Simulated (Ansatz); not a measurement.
# Exchange couplings of GdZn (Pm-3m)

```
Gd Zn
1.0
     3.61800    0.00000    0.00000
     0.00000    3.61800    0.00000
     0.00000    0.00000    3.61800
Gd Zn
1 1
Direct
  0.00000 0.00000 0.00000
  0.50000 0.50000 0.50000
```

The geometry is a structure as deposited in COD, held fixed and not relaxed.

Functional, mesh and filling: LDA, 12×12×12 k mesh, Fermi–Dirac smearing of 0.05 eV. AE-PAW is all-electron PAW in Ansatz 0.2.0 on datasets made for the crystal. Site moments are integrated in spheres about the atoms. Start moments (μB): Gd1 7.1.

Site moments (μB): Gd1 7.06, Zn2 0.03. Cell moment 7.34 μB.

Couplings come from the force theorem (directions of the magnetic atoms constrained, all else relaxed) on a 12×12×12 mesh, with E = −Σ J e_i·e_j over ordered pairs of unit vectors, so positive J favours parallel moments.

```tsv
pair	count	J AE-PAW (meV)	J, frozen-core files (meV)
Gd1–Gd at 3.62 Å	6	+2.11	+2.10
Gd1–Gd at 5.12 Å	12	-0.07	-0.07
Gd1–Gd at 6.27 Å	8	+0.24	+0.25
Gd1–Gd at 7.24 Å	6	-0.25	-0.25
Gd1–Gd at 8.09 Å	24	+0.01	+0.01
Gd1–Gd at 8.86 Å	24	+0.22	+0.22
Gd1–Gd at 10.23 Å	12	+0.11	+0.11
Gd1–Gd at 10.85 Å, set 1	6	+0.14	+0.14
Gd1–Gd at 10.85 Å, set 2	24	-0.13	-0.14
Gd1–Gd at 11.44 Å	24	-0.03	-0.03
Gd1–Gd at 12.00 Å	24	-0.05	-0.05
Gd1–Gd at 12.53 Å	8	-0.03	-0.03
Gd1–Gd at 13.04 Å	24	+0.03	+0.03
Gd1–Gd at 13.54 Å	48	+0.02	+0.02
Gd1–Gd at 14.47 Å	6	-0.03	-0.03
Gd1–Gd at 14.92 Å, set 1	24	0.00	–
Gd1–Gd at 14.92 Å, set 2	24	+0.02	–
```

Pairs at one distance with different couplings are listed as sets.

Task: What ordering temperature follows for classical moments?

Result: 131 K in mean field, and 111 K by Tyablikov's decoupling, from all shells, not only those listed. Mean field overestimates it as a rule, and the couplings show only that this order is stable against small turns, not that no other order lies lower.

The couplings come from one mesh, and their convergence in k wasn't tested.

Without U a semilocal functional puts the f levels too near the Fermi level, which can change moments and the order of magnetic states; site and cell moments are spin moments. Spin–orbit coupling is left out although heavy atoms are present. With open f shells a run can end in a state that isn't the lowest. The program couldn't verify every level among the many empty bands that the force theorem sums over. These are results for the start and cell typed. The real compound can order otherwise, in a larger cell, or not at all, since semilocal functionals without spin fluctuations often overstate magnetism; near a collapse of the moment, mesh and smearing move it by tens of per cent.
